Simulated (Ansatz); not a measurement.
Data:

AlN:
```
AlN
1.0
    0.00000     2.01881     2.01881
    2.01881     0.00000     2.01881
    2.01881     2.01881     0.00000
Al N
1 1
Direct
  0.00000   0.00000   0.00000
  0.50000   0.50000   0.50000
```

This is the r²SCAN-relaxed structure.

Question: All from r²SCAN (plane waves, PAW; program Ansatz), unless another level is named. Predict the electron effective mass.

Answer: 0.34, 0.34, 0.57 mₑ (principal values).

Question: Give the formation energy from the elements (no fitted shifts).

Answer: -1.46 eV/atom.

Question: Predict the HSE06 gap on the r²SCAN cell.

Answer: 6.08 eV.

Question: What about the conduction-band minimum?

Answer: at X (3 equivalent valleys).

Space group Fm-3m (rock salt). This is a known high-pressure phase of the composition, computed here at zero pressure and temperature. Symmetry was held in the r²SCAN relaxation; its stability against distortions is not shown here. The volume moved by -17 % from the start of the relaxation. The references are the lowest solids computed at this level, not always the standard phases (solids in place of the gases).

Potentials: the later of the program's two PAW sets.
